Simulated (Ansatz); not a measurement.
TiAu in space group Pmma (No. 51; Ti on 2e, Au on 2f) under volume change, PBEsol (plane waves, PAW; program Ansatz), shape and atoms relaxed at each volume.

```tsv
V (Å³/atom)	E − E(relaxed) (meV/atom)	P (GPa)
14.806	___	___
15.294	31.2	10.64
15.783	7.3	5.00
16.271	0.0	0.00
16.759	5.7	-3.74
17.247	___	___
17.735	49.7	-10.39
```

Task: Fill in the missing entries.

Result: 
- 17.247, E − E(relaxed) (meV/atom): 22.6
- 17.247, P (GPa): -7.29
- 14.806, E − E(relaxed) (meV/atom): 74.0
- 14.806, P (GPa): 17.72

Task: What does a third-order Birch–Murnaghan fit give for V₀, B₀ and B′?

Result: V₀ = 16.29 Å³/atom, B₀ = 147 GPa, B′ = 4.8.

The first step of the workflow began from a Materials Project structure, measured or hypothetical; the Crystallography Open Database copy checked does not list it. COD files the formula under space group No. 221. With Ti and Au taken as one species the cell has the higher symmetry Cmcm, so it may be an ordered model of a mixed-site phase. Its standing as an ambient phase is unchecked. The PBEsol relaxation kept the symmetry of its start; whether a distortion lowers the energy is not shown. The final state is ferromagnetic, the only order run, not a proven ground state. Spin–orbit coupling is left out wherever it is not named.

Potentials: the later of the program's two PAW sets.
